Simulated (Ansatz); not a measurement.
**Mo: the functional and the phonons**

Mo in the bcc lattice, in a typed cell, not relaxed.

```
Mo
1.0
    -1.58000    1.58000    1.58000
     1.58000   -1.58000    1.58000
     1.58000    1.58000   -1.58000
Mo
1
Cartesian
  0.0000 0.0000 0.0000
```

DFT in Ansatz; PBE; all-electron PAW datasets (no frozen core) at 320 eV; k mesh 8×8×8; Fermi–Dirac smearing of 0.1 eV; no spin. Harmonic phonons by finite displacements in cells commensurate with each q, in cm⁻¹; i marks an unstable mode.

Caveats: coarse k mesh; soft modes or ε∞ of this crystal moved by over a tenth between k meshes, so they aren't converged.

At 15.78 Å³ an atom it gives lowest mode at q = [0.5, -0.5, 0.5] (cm⁻¹) 187; top mode at q = [0.5, -0.5, 0.5] (cm⁻¹) 187.

Task: Repeat with r2SCAN in the same cell, on the same kind of potentials and mesh. What changes?

Result: 
```csv
functional,cutoff (eV),volume (Å³/atom),"lowest mode at q = [0.5, -0.5, 0.5] (cm⁻¹)","top mode at q = [0.5, -0.5, 0.5] (cm⁻¹)"
r2SCAN in the same cell,340,15.78,189,189
```
